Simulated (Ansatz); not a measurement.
VAg$_{3}$O$_{4}$:
```yaml
crystal:
  lattice:
    - [4.94725, 2.50242, 0.00000]
    - [-4.94725, 2.50242, 0.00000]
    - [-4.28979, 0.00000, 9.05483]
  atoms:
    - { symbol: V, position: [0.55361, 0.55361, 0.75000] }
    - { symbol: V, position: [0.44639, 0.44639, 0.25000] }
    - { symbol: Ag, position: [0.69270, 0.21140, 0.59492] }
    - { symbol: Ag, position: [0.30730, 0.78860, 0.40508] }
    - { symbol: Ag, position: [0.21140, 0.69270, 0.90508] }
    - { symbol: Ag, position: [0.78860, 0.30730, 0.09492] }
    - { symbol: Ag, position: [0.00000, 0.00000, 0.50000] }
    - { symbol: Ag, position: [0.00000, 0.00000, 0.00000] }
    - { symbol: O, position: [0.12726, 0.36882, 0.29426] }
    - { symbol: O, position: [0.87274, 0.63118, 0.70574] }
    - { symbol: O, position: [0.36882, 0.12726, 0.20574] }
    - { symbol: O, position: [0.63118, 0.87274, 0.79426] }
    - { symbol: O, position: [0.25043, 0.44516, 0.60315] }
    - { symbol: O, position: [0.74957, 0.55484, 0.39685] }
    - { symbol: O, position: [0.44516, 0.25043, 0.89685] }
    - { symbol: O, position: [0.55484, 0.74957, 0.10315] }
```

Relaxed with PBEsol. Special points in fractions of this cell's reciprocal vectors: Γ (0.000, 0.000, 0.000); C (0.328, 0.328, 0.000); C2 (-0.328, 0.672, 0.000); Y2 (-0.500, 0.500, 0.000); M2 (-0.500, 0.500, 0.500); D (-0.295, 0.705, 0.500); D2 (0.295, 0.295, 0.500); A (0.000, 0.000, 0.500); L2 (0.000, 0.500, 0.500); V2 (0.000, 0.500, 0.000).

Task: List the band energies nearest the valence-band maximum at these points for PBEsol in the plane-wave PAW code Ansatz.

Result: In eV from the valence-band maximum; about four levels below and three above (degenerate sets whole), none deeper than 8.9 eV; points with the same levels are listed once.

| k | below | above |
|---|---|---|
| Γ | -1.00 -0.92 -0.70 -0.55 | 0.83 1.77 1.83 |
| C | -1.31 -0.72 -0.63 -0.02 | 1.27 1.53 1.87 |
| Y2 | -1.28 -0.59 -0.34 -0.21 | 1.04 1.24 1.57 |
| M2 | -0.93 -0.93 -0.36 -0.36 | 1.38 1.38 1.65 1.65 |
| D | -0.94 -0.94 -0.51 -0.51 | 1.76 1.76 1.96 1.96 |
| A | -1.11 -1.11 -0.39 -0.39 | 1.25 1.25 1.86 1.86 |
| L2 | -1.15 -0.81 -0.81 -0.13 | 1.41 1.95 2.05 |
| V2 | -1.08 -0.95 -0.40 -0.32 | 1.47 1.83 2.02 |

Space group C2/c. The workflow started from a Materials Project entry (that database holds measured and hypothetical structures alike); the Crystallography Open Database files this formula in space group No. 15, but the cells were not matched. Whether it is the stable phase at ambient conditions was not checked. The cell was relaxed with PBEsol under the symmetry of its start; its stability against distortions is not shown here. The run is not spin-polarised. No Hubbard U is applied. Spin–orbit coupling is left out wherever it is not named.

Potentials: the later of the program's two PAW sets.
